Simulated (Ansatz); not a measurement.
NbN:
```yaml
crystal:
  lattice:
    - [2.90561, 0.00000, 0.00000]
    - [-1.45280, 2.51633, 0.00000]
    - [0.00000, 0.00000, 5.81430]
  atoms:
    - { symbol: Nb, position: [0.00000, 0.00000, 0.50000] }
    - { symbol: Nb, position: [0.00000, 0.00000, 0.00000] }
    - { symbol: N, position: [0.66667, 0.33333, 0.25000] }
    - { symbol: N, position: [0.33333, 0.66667, 0.75000] }
```

Relaxed with PBEsol. Special points in fractions of this cell's reciprocal vectors: Γ (0.000, 0.000, 0.000); M (0.500, 0.000, 0.000); K (0.333, 0.333, 0.000); A (0.000, 0.000, 0.500); L (0.500, 0.000, 0.500); H (0.333, 0.333, 0.500).

List the band energies nearest the Fermi level at these points for plane-wave PAW PBEsol with spin–orbit coupling (Ansatz code).

In eV from the Fermi level; about four levels below and three above (degenerate sets whole), none deeper than 8.9 eV; points with the same levels are listed once.

```
k                    below                above
-  -----------------------  -------------------
Γ  -0.44 -0.44 -0.29 -0.29  0.33 0.33 0.34 0.34
M  -2.35 -2.35 -1.81 -1.81  2.43 2.43 3.72 3.72
K  -5.42 -5.42 -3.12 -3.12  0.27 0.27 0.30 0.30
A  -0.51 -0.51 -0.51 -0.51  0.80 0.80 0.80 0.80
L  -1.92 -1.92 -1.92 -1.92  3.76 3.76 3.76 3.76
H  -0.31 -0.31 -0.29 -0.29  2.61 2.61 2.69 2.69
```

Space group P6_3/mmc (NiAs type). The first step of the workflow began from a Materials Project structure, measured or hypothetical; the Crystallography Open Database files this formula in space group No. 194, but the cells were not matched. It is not the phase usual at ambient conditions (space group No. 225). Symmetry was held in the PBEsol relaxation; whether a distortion lowers the energy is not shown. The run is not spin-polarised.

Potentials: the later of the program's two PAW sets.
